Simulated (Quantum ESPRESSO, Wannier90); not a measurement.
## Wannierisation of InCl (Cmc2₁)

```xyz
4
Lattice="4.4114 0.0000 0.0000 0.0000 0.0000 -4.5442 -2.2057 6.2199 0.0000" Properties=species:S:1:pos:R:3 pbc="T T T"
In    -2.2057     1.4134     1.1365
In     2.2057    -1.4134    -1.1356
Cl     0.0000    -1.9349     1.2083
Cl     0.0000     1.9349    -1.0638
```

Materials Project entry mp-571636; symmetrised, unrelaxed at this level. Not found in the COD (Crystallography Open Database) copy used, which has the formula in other groups; not checked further. Level: PBEsol, spinors with spin-orbit coupling; pw.x of Quantum ESPRESSO at 56 Ry with PseudoDojo potentials, 6×4×6 k-points, Wannier90. Density: 8×8×8 mesh, cold smearing 0.01 Ry.

A tight-binding model is made by disentanglement and projection with no localisation steps (num_iter = 0), so the 32 orbitals stay atom-like: hydrogen-like In: s;p; Cl: s;p, axes along x, y, z; frozen window up to 2.81 eV relative to the valence-band maximum. It follows pw.x to 3.8 meV rms for states up to 2.3 eV relative to the valence-band maximum. Matrix elements depend on this choice of orbitals and windows. Bands 5–12 (In 4d 94 %, Cl 3s 5 %), 13–24 (In 4d 98 %) lie between the kept ones and are excluded.

The 30 largest hoppings ⟨m,0|H|n,R⟩ between different sites (one of each Hermitian pair; signs follow the real orbitals' lobes; the list may end inside a set of equal values):

```tsv
m	n	R	distance of the centres (Å)	t (eV)	Im t (eV)
In1 py↑	Cl3 py↑	0 0 1	2.94	1.668	0.000
In1 py↓	Cl3 py↓	0 0 1	2.94	1.668	0.000
Cl4 py↑	In2 py↑	0 0 1	2.94	1.668	0.000
Cl4 py↓	In2 py↓	0 0 1	2.94	1.668	0.000
In1 s↑	Cl3 py↑	0 0 1	2.92	1.129	0.000
In1 s↓	Cl3 py↓	0 0 1	2.92	1.129	0.000
Cl4 py↑	In2 s↑	0 0 1	2.92	-1.129	0.000
Cl4 py↓	In2 s↓	0 0 1	2.92	-1.129	0.000
In2 pz↑	In1 py↑	1 0 0	3.63	0.853	0.000
In2 pz↓	In1 py↓	1 0 0	3.63	0.853	0.000
In2 py↑	In1 pz↑	1 1 0	3.63	-0.853	0.000
In2 py↓	In1 pz↓	1 1 0	3.63	-0.853	0.000
In2 py↑	In1 pz↑	1 0 0	3.62	0.848	0.000
In2 py↓	In1 pz↓	1 0 0	3.62	0.848	0.000
In2 pz↑	In1 py↑	1 1 0	3.62	-0.848	0.000
In2 pz↓	In1 py↓	1 1 0	3.62	-0.848	0.000
In2 py↑	In1 py↑	1 0 0	3.59	0.842	0.000
In2 py↓	In1 py↓	1 0 0	3.59	0.842	0.000
In2 py↑	In1 py↑	1 1 0	3.59	0.842	0.000
In2 py↓	In1 py↓	1 1 0	3.59	0.842	0.000
In1 py↑	Cl3 s↑	0 0 1	2.70	-0.762	0.000
In1 py↓	Cl3 s↓	0 0 1	2.70	-0.762	0.000
Cl4 s↑	In2 py↑	0 0 1	2.70	0.762	0.000
Cl4 s↓	In2 py↓	0 0 1	2.70	0.762	0.000
Cl4 px↑	In1 pz↑	0 0 0	3.16	-0.726	0.000
Cl4 px↓	In1 pz↓	0 0 0	3.16	-0.726	0.000
In2 pz↑	Cl3 px↑	0 1 0	3.16	0.726	0.000
In2 pz↓	Cl3 px↓	0 1 0	3.16	0.726	0.000
Cl4 px↑	In1 pz↑	1 0 0	3.16	0.726	0.000
Cl4 px↓	In1 pz↓	1 0 0	3.16	0.726	0.000
```
